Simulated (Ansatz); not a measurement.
Na₂Te:
```
CELL_PARAMETERS angstrom
      0.00000     3.63933     3.63933
      3.63933     0.00000     3.63933
      3.63933     3.63933     0.00000
ATOMIC_POSITIONS crystal
  Na 0.25000 0.25000 0.25000
  Na 0.75000 0.75000 0.75000
  Te 0.00000 0.00000 0.00000
```

Relaxed with r²SCAN. DFT-r²SCAN in the program Ansatz with PAW potentials gives a gap of 2.67 eV.

What gap does HSE06 give on the same cell (Ansatz, PAW)?

2.88 eV, 0.22 eV more. The hybrid was solved on a coarser mesh and at special points; the gap given is the minimum over both.

```
k  v1 r²SCAN  c1 r²SCAN  v1 HSE06  c1 HSE06
-  ---------  ---------  --------  --------
Γ       0.00       2.67      0.00      2.88
X      -0.60       3.39         …         …
L      -0.19       4.15         …         …
W      -0.72       4.46         …         …
K      -0.47       4.02         …         …
```

Top valence (v1) and lowest conduction level (c1) in eV from each method's valence maximum (which need not be a listed point): supply the withheld HSE06 values.


- L, v1 HSE06: -0.21
- L, c1 HSE06: 4.35
- K, v1 HSE06: -0.51
- K, c1 HSE06: 4.39
- W, v1 HSE06: -0.78
- W, c1 HSE06: 4.87
- X, v1 HSE06: -0.65
- X, c1 HSE06: 3.76

Cost on shared cores: the r²SCAN run (SCF on a 7×7×7 mesh, then bands and DOS) about 30 core-seconds (a rough figure), the HSE06 run (SCF on 5×5×5, then a few points) roughly 2.5 core-minutes; the tasks are unlike.

Space group Fm-3m (anti-fluorite). The workflow started from a Materials Project entry (that database holds measured and hypothetical structures alike); the Crystallography Open Database files this formula in space group No. 225, but the cells were not matched. Its standing as an ambient phase is unchecked. The r²SCAN relaxation kept the symmetry of its start; whether a distortion lowers the energy is not shown. Scalar-relativistic: spin–orbit coupling is off unless named, which matters more the heavier the elements.

Potentials: the later of the program's two PAW sets.
